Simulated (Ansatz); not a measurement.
# Mo₃W₂: zone-centre modes

These are results of DFT PBE, scalar-relativistic, plane waves, PAW in Ansatz, not measurements. Cutoff 420 eV, 16×16×16 k-points (Γ-centred), Fermi-Dirac smearing of 0.15 eV. No spin polarisation. Phonons by linear response, acoustic sum rule imposed.

Relaxed structure:
```
Mo W
1.0
    -1.58498    1.58498    7.92907
     1.58498   -1.58498    7.92907
     1.58498    1.58498   -7.92907
Mo W
3 2
Direct
  0.90048 0.90048 0.00000
  0.50000 0.50000 0.00000
  0.09952 0.09952 0.00000
  0.69960 0.69960 0.00000
  0.30040 0.30040 0.00000
```

The cell was found from a structure generator's guess, not taken from experiment. In a metal, frequencies depend on the k mesh and the smearing, soft modes most. Spin–orbit coupling is left out, which matters for heavy elements.

(1) Is this structure stable against zone-centre distortions?

(2) List the optical modes at Γ (i marks imaginary ones).

Results:

(1) Yes, at Γ: no optical mode is imaginary. Strains and other wave vectors aren't tested by this run.

(2)
| frequency (cm⁻¹) | degeneracy |
| --- | --- |
| 118 | 2 |
| 120 | 2 |
| 174 | 2 |
| 181 | 1 |
| 183 | 2 |
| 196 | 1 |
| 227 | 1 |
| 229 | 1 |
